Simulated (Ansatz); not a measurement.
MnAlGe: pressure against volume

MnAlGe, P4/nmm, a = 3.848 Å, c = 5.826 Å. The structure is a COD entry; whether it is the stable form wasn't checked. Ansatz: PBEsol, PAW, 420 eV, Γ-centred 10×10×6 mesh on 6 atoms, Gaussian smearing 0.10 eV; collinear spin, largest moment 1.7 μB. Shape and atoms are relaxed at each volume; pressure is positive in compression.

```
V (Å³/atom) P (GPa)
     13.517     9.67
     13.949     4.44
     14.380     0.00
     14.811        ?
     15.243    -6.80
```

Problem. Take V0 = 14.380 Å³/atom, fit the third-order Birch–Murnaghan form to the other rows, and predict the missing pressure.

Solution. With the Eulerian strain f = ½[(V0/V)^(2/3) − 1] and y = P/[3f(1 + 2f)^(5/2)], the form is the line y = B0 + 1.5 B0 (B0′ − 4) f. Rows (f, y): 0.02106, 138.1; 0.01025, 137.2; -0.01905, 131.1. Means f = 0.004087, y = 135.47; Σ(Δf)² = 0.0008614, ΣΔfΔy = 0.1564; the slope is their ratio. y = 134.7 + 181.6 f GPa, so B0 = 134.7 GPa and B0′ = 4 + 2 × (181.6)/(3 × 134.7) = 4.90. At V = 14.811, f = -0.00975, y = 132.93 and P = -3.70 GPa. The run gave -3.74 GPa, so the fit is 0.04 GPa too high, within twice the rms miss on the fitted rows (0.02 GPa).

Only parallel moments were tried here.